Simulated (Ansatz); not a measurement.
**Is this ZrTiSi4 structure a true minimum?**

The structure comes from a generated guess, relaxed at this level; another structure or a mixture of phases may lie lower.

The calculation used DFT PBE, scalar-relativistic, plane waves, PAW (Ansatz 0.2.0). Settings: cutoff 420 eV, Γ-centred mesh 10×10×10 on the computed 6-atom cell, Gaussian smearing of 0.10 eV; no spin polarisation.

The cell below (6 atoms, space group Amm2 (No. 38)) is relaxed within its symmetry.

```
Zr Ti Si
1.0
     3.62858    0.00000    0.00000
     0.00000    1.81153    7.11491
     0.00000   -1.81153    7.11491
Zr Ti Si
1 1 4
Direct
  0.50000 0.10624 0.10624
  0.00000 0.89714 0.89714
  0.00000 0.54713 0.54713
  0.50000 0.43565 0.43565
  0.00000 0.25694 0.25694
  0.50000 0.75691 0.75691
```

For the test a repeat of it with 12 atoms (edges 3.63, 7.25, 7.34 Å) was strained at random (σ = 1.5 % a component), the atoms were moved at random (σ = 0.10 Å), and all was relaxed again on a coarse 6×4×4 mesh (in the run’s order of axes) with 0.20 eV smearing, with no symmetry imposed.

Task: Is the structure stable against such a distortion?

Result: It returns, within 1 meV/atom of the unmoved cell on that mesh and with the same symmetry when read at 0.1 Å. So it is stable against the distortions that fit this cell and that this random move excites. Modes that don't fit the cell aren't tested.
